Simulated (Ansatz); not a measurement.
Tetragonal deformation path in SiW3

All numbers below come from DFT PBE, scalar-relativistic, plane waves, PAW in Ansatz. Settings: plane waves to 420 eV, k-mesh 14×14×14 (Γ-centred), Gaussian smearing 0.15 eV. Spin–orbit coupling is left out, which can shift energies with elements as heavy as these. No spin polarisation. Energies are free energies at this smearing, counted from the undisturbed cell; pressure is positive in compression.

Reference structure (relaxed at this level; it needn't be the usual structure):

```yaml
crystal:
  lattice:
    - [-2.60377, 2.60377, 2.60377]
    - [2.60377, -2.60377, 2.60377]
    - [2.60377, 2.60377, -2.60377]
  atoms:
    - { symbol: Si, position: [0.00000, 0.00000, 0.00000] }
    - { symbol: W, position: [0.50000, 0.50000, 0.00000] }
    - { symbol: W, position: [0.50000, 0.00000, 0.50000] }
    - { symbol: W, position: [0.00000, 0.50000, 0.50000] }
```

At fixed volume and fractional coordinates, lengths along (0.000, 0.000, 1.000) are scaled against those across it; ρ is that ratio over its starting value. The cell is metallic on the mesh throughout.

| ρ | ΔE (meV/atom) |
| --- | --- |
| 0.650 | 3299.6 |
| 0.707 | 1900.6 |
| 0.780 | 875.4 |
| 0.850 | 346.6 |
| 0.920 | 84.9 |
| 0.960 | 19.6 |
| 1.000 | 0.0 |
| 1.050 | 26.8 |
| 1.100 | 100.6 |
| 1.200 | 351.5 |
| 1.300 | 685.2 |
| 1.414 | 1135.6 |
| 1.500 | 1532.4 |

Predict the pressure (GPa) at each point.

```
    ρ  pressure (GPa)
0.650            75.9
0.707            45.9
0.780            23.6
0.850             9.4
0.920             2.7
0.960             0.7
1.000             0.0
1.050             0.9
1.100             3.4
1.200            11.5
1.300            22.3
1.414            37.0
1.500            50.0
```

Cost: 13 runs of about 4.5 core-minutes in all, on Intel Xeon Platinum 8259CL (Skylake/Cascade Lake) (shared hosts).